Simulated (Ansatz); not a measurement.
**Ionic part of the dielectric constant of BN at 3 GPa, mode by mode**

Computed with DFT LDA, scalar-relativistic, plane waves, PAW (Ansatz). Plane waves to 420 eV; Γ-centred k mesh 12×12×6; fixed occupations. No spin polarisation. Phonons by linear response, acoustic sum rule imposed.

It takes space group P6_3mc (No. 186, hexagonal). Conventional cell: a = 2.517 Å, b = 2.517 Å, c = 4.165 Å, α = 90.00°, β = 90.00°, γ = 120.00°. B (site symmetry 3m) is surrounded by 4 N at 1.54 to 1.56 Å. Around N (site symmetry 3m) lie 4 B at 1.54 to 1.56 Å.

The primitive cell has V = 22.85 Å³ and ε∞,yy = 4.521. Each polar mode adds Δε = (4.92064×10⁷/V)·S/ν² along y, with S its oscillator strength in e²/amu, ν in cm⁻¹ and V in Å³.

Problem. From these modes, find each Δε and ε0,yy.
```
ν (cm⁻¹) S_yy (e²/amu)
  1090.6          1.074
```

Solution.
```json
{"ν (cm⁻¹)": "1090.6", "Δε": "1.94"}
```

The sum is 1.944, so ε0,yy = 6.46; the run's tensor has 6.46.

Problem. Where do the longitudinal modes lie for a wave vector along y?

Solution. At 1304 cm⁻¹. The Lyddane–Sachs–Teller product Π(ν_LO/ν_TO)² = 1.43 matches ε0/ε∞ = 1.43.

This wurtzite form isn't the usual stable structure of the compound at low pressure.

Cost: 1 run of about 2.2 core-minutes, on Intel Xeon Processor @ 2.50GHz (Skylake/Cascade Lake) (shared hosts).